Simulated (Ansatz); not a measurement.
The elements of this relaxed trial crystal are hidden behind letters.

```
lattice vectors (Å)
  -2.8681    2.8681    2.8681
   2.8681   -2.8681    2.8681
   2.8681    2.8681   -2.8681
fractional positions
X 0.0000 0.5000 0.0000
X 0.5000 0.5000 0.5000
X 0.0000 0.0000 0.5000
X 0.5000 0.0000 0.0000
Z 0.5000 0.0000 0.5000
Z 0.5000 0.5000 0.0000
Z 0.0000 0.5000 0.5000
Q 0.0000 0.0000 0.0000
```

All numbers below come from DFT PBE, scalar-relativistic, plane waves, PAW (Ansatz 0.2.0). Cutoff 420 eV, Γ-centred 10×10×10 mesh (8-atom cell), Gaussian smearing of 0.10 eV, collinear spin.

| Quantity | Value |
| --- | --- |
| Space group | Im-3m (No. 229) |
| Conventional cell | a = 5.736 Å |
| Volume per atom | 11.80 Å³ |
| Density | 5.88 g/cm³ |
| Energy over the elements | −0.39 eV/atom |
| Gap on the 10×10×10 mesh of the 8-atom cell | 0 eV (a metal) |
| Net moment per atom | 0.24 μB |

Energies are uncorrected and count from the elements' standard states at the same level.

Q: X is a p-block element of period 3, Z is a d-block element of period 4 and Q is a d-block element of period 4. Which elements are they?

A: X = Al, Z = Fe, Q = Co, so the formula is Al4Fe3Co. Density times volume gives a mean mass of 5.88 × 11.80/1.6605 = 41.8 u per atom, and this set has 41.8 u. Al has 2 Co at 2.48 Å, 6 Fe at 2.48 Å and 6 Al at 2.87 Å; Fe has 8 Al at 2.48 Å, 2 Co at 2.87 Å and 4 Fe at 2.87 Å; Co has 8 Al at 2.48 Å and 6 Fe at 2.87 Å. Other sets within the hints have nearly the same mass, so mass alone doesn't settle it; this one was computed.

The magnetic state reached may not be the lowest. A later test with randomly moved atoms came back to the same energy, though modes that don't fit the test's cell weren't probed.
